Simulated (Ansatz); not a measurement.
Input file for Ansatz (an electronic-structure program):

Ansatz 0.2 input:
```yaml
crystal:
  lattice:
    - [0.0, 1.9150346643, 1.9150346643]
    - [1.9150346643, 0.0, 1.9150346643]
    - [1.9150346643, 1.9150346643, 0.0]
  atoms:
    - { symbol: Ir, position: [0.0, 0.0, 0.0] }
kpoints:
  mp_grid: { grid: [13, 13, 13] }
  band_path:
    path:
      - [[0.0, 0.0, 0.0], [0.5, 0.0, 0.5], [0.625, 0.25, 0.625]]  # Γ-X-U
      - [[0.375, 0.375, 0.75], [0.0, 0.0, 0.0], [0.5, 0.5, 0.5], [0.5, 0.25, 0.75], [0.5, 0.0, 0.5]]  # K-Γ-L-W-X
    npoints: 12
basis: { ecutwfc: 600, xc_grid: 2 }
hamiltonian:
  xc: pbesol
  pseudopotentials: { azcp: { folder: ./paw }, kind: paw_fr }
magnetization: { noncollinear: true, spin_orbit: true }
scf:
  n_extra_bands: 13
  convergence: { dr2_threshold: 0.0000000001 }
  occupations: { method: gaussian, width: 0.05 }
output: { eigenvalues: true }
```

Output (shortened):

```
Pseudopotential: Ir, paw, valence charge 17
Functional definition: PBEsol
non-collinear run that drives no moment, with spin-orbit …
Crystal: 1 atoms, lattice volume = 14.046 Å³
Basis set: ecut = 600 eV, 459 PW (Γ), exchange–correlation on 48×48×48 points (8 copies of the dense FFT grid, shifted against one another)
Bands: 30, of which v1, the nominal top of the filled ones, is band 17 counted from 1 (16 counted from 0)
Symmetry: 48 space group operations + 48 with time reversal
k-points: 84 of 2197
Projection manifold: j_resolved (fully-relativistic pseudo-atomic orbitals)
SCF iter   1: F=—  HF=-11831.852106 eV  |F-HF|=—  |Δ(HF+E_count)|=         —  Δρ=5.67e-2  dr2=3.54e-1  dr2_m=0.00e0 (ungated)  ethr=3.10e-3  |M|=0.00e0 ∫|m|=0.00e0 μB  |m|>n=0.0e0 m-floor=0.0e0 τ_xc=0.0e0  β_m=0.30  ⟨swp⟩=6.0  Hψ=5996  notcnv=0  defer=122
preconditioner: auto → none
SCF iter   2: F=—  HF=-11831.744291 eV  |F-HF|=—  |Δ(HF+E_count)|=   1.08e-1  Δρ=2.78e-2  dr2=6.13e-2  dr2_m=0.00e0 (ungated)  ethr=2.08e-3  |M|=0.00e0 ∫|m|=0.00e0 μB  |m|>n=0.0e0 m-floor=0.0e0 τ_xc=0.0e0  β_m=0.41  ⟨swp⟩=2.0  Hψ=1859  notcnv=0  defer=534
SCF iter   3: F=—  HF=-11831.723844 eV  |F-HF|=—  |Δ(HF+E_count)|=   2.04e-2  Δρ=8.73e-3  dr2=2.27e-3  dr2_m=0.00e0 (ungated)  ethr=3.60e-4  |M|=0.00e0 ∫|m|=0.00e0 μB  |m|>n=0.0e0 m-floor=0.0e0 τ_xc=0.0e0  β_m=0.66  ⟨swp⟩=2.0  Hψ=1616  notcnv=0  defer=534
SCF iter   4: F=—  HF=-11831.722871 eV  |F-HF|=—  |Δ(HF+E_count)|=   9.73e-4  Δρ=5.54e-4  dr2=3.47e-5  dr2_m=0.00e0 (ungated)  ethr=1.33e-5  |M|=0.00e0 ∫|m|=0.00e0 μB  |m|>n=0.0e0 m-floor=0.0e0 τ_xc=0.0e0  β_m=0.70  ⟨swp⟩=1.7  Hψ=1498  notcnv=0  defer=534
SCF iter   5: F=—  HF=-11831.722856 eV  |F-HF|=—  |Δ(HF+E_count)|=   1.44e-5  Δρ=5.84e-5  dr2=1.83e-7  dr2_m=0.00e0 (ungated)  ethr=2.04e-7  |M|=0.00e0 ∫|m|=0.00e0 μB  |m|>n=0.0e0 m-floor=0.0e0 τ_xc=0.0e0  β_m=0.80  ⟨swp⟩=2.5  Hψ=1587  notcnv=0  defer=534
SCF iter   6: F=—  HF=-11831.722858 eV  |F-HF|=—  |Δ(HF+E_count)|=   1.71e-6  Δρ=3.65e-6  dr2=4.92e-10  dr2_m=0.00e0 (ungated)  ethr=1.08e-9  |M|=0.00e0 ∫|m|=0.00e0 μB  |m|>n=0.0e0 m-floor=0.0e0 τ_xc=0.0e0  β_m=0.85  ⟨swp⟩=2.3  Hψ=1605  notcnv=0  defer=534
SCF iter   7: F=-11831.722858 eV  HF=-11831.722858 eV  |F-HF|=0.00e0  |Δ(HF+E_count)|=  1.49e-10  Δρ=3.20e-7  dr2=5.49e-12  dr2_m=0.00e0 (ungated)  ethr=1.00e-12  |M|=0.00e0 ∫|m|=0.00e0 μB  |m|>n=0.0e0 m-floor=0.0e0 τ_xc=0.0e0  ⟨swp⟩=7.4  Hψ=4843  notcnv=0
SCF 1 converged in 7 iterations: F = -11831.722858 eV  dr2 = 5.49e-12
NSCF: frozen V_eff on 74 k-points
SCF converged after 7 iterations
Magnetization: |M| = 0.0000 μB,  M = (+0.0000, +0.0000, +0.0000) μB
Absolute magnetization: 0.0000 μB (∫|m|)
  site 0: m = (+0.0000, +0.0000, +0.0000) μB, |m| = 0.0000 μB  (R = 1.12 Å)
Free energy (F): -11831.722858 eV
Harris-Foulkes:  -11831.722858 eV  (|F-HF|=0.00e0)
Internal energy: -11831.720446 eV  (E = F + TS)
E sigma→0 (E₀):  -11831.721652 eV
Entropy (-TS):   -0.002412 eV (-2.412 meV/atom)
Fermi energy:    25.977389 eV
--- Per-component energies (eV) ---
  E_band       = -86.577369
  E_kinetic    = 526.205424
  E_local      = -1090.967364  (includes V_loc(G=0)·N_el)
  E_nonlocal   = 200.233599
  E_hartree    = 406.060448
  E_xc         = -224.476761
  E_vxc        = -250.766107  (∫ρ·V_xc dr)
  E_paw        = -9158.243802  (= ΣΔE_a)
  E_vpaw       = -283.403819  (= ΣTr[D̂ρ^β])
  E_aug_tail   = 0.000052  (compensation charges beyond the density's cutoff)
  E_ewald      = -2490.802466
  E_core_change = 0.270424  (= ΣΔE_core)
  E_smearing   = -0.002412  (= −TS)
  E_closure    = 0.000000  (closes the sum)
  Σ components = -11831.722858   (vs F -11831.722858, Δ=0.00e0)
  [band-id]    e_kinetic+e_local+e_nonlocal+2·e_hartree+e_vxc+e_vpaw+e_augmentation_tail = -86.577319   (vs E_band -86.577369, Δ=5.02e-5)
--- Band table (eV; the first three rows and the last of 84) ---
  k-point 0: bands = ["-66.8659", "-66.8659", "-33.4774", "-33.4774", "-19.6602", "-19.6602", "-19.6602", "-19.6602", "14.6489", "14.6489", "21.6134", "21.6134", "21.6134", "21.6134", "22.4438", "22.4438", "24.8605", "24.8605", "24.8605", "24.8605", …
  k-point 1: bands = ["-66.8620", "-66.8620", "-33.4885", "-33.4885", "-19.7047", "-19.7047", "-19.6685", "-19.6685", "14.9134", "14.9134", "21.5619", "21.5619", "21.6928", "21.6928", "22.4950", "22.4950", "24.7505", "24.7505", "24.8272", "24.8272", …
  k-point 2: bands = ["-66.8511", "-66.8511", "-33.5191", "-33.5191", "-19.8262", "-19.8262", "-19.6914", "-19.6914", "15.6489", "15.6489", "21.3641", "21.3641", "21.8500", "21.8500", "22.7337", "22.7337", "24.5337", "24.5337", "24.8383", "24.8383", …
  k-point 83: bands = ["-66.7749", "-66.7749", "-33.7277", "-33.7277", "-20.3441", "-20.3441", "-20.1351", "-20.1351", "19.5253", "19.5253", "20.5365", "20.5365", "21.1561", "21.1561", "24.2547", "24.2547", "27.3151", "27.3151", "33.0017", "33.0017", …
```

Cost: about 8 core-seconds (a rough figure) on shared cores.

Space group Fm-3m (fcc (Cu type)). The PBEsol relaxation kept the symmetry of its start. The run is not spin-polarised.

Potentials: the earlier of the program's two PAW sets.

Ansatz is a plane-wave DFT program.
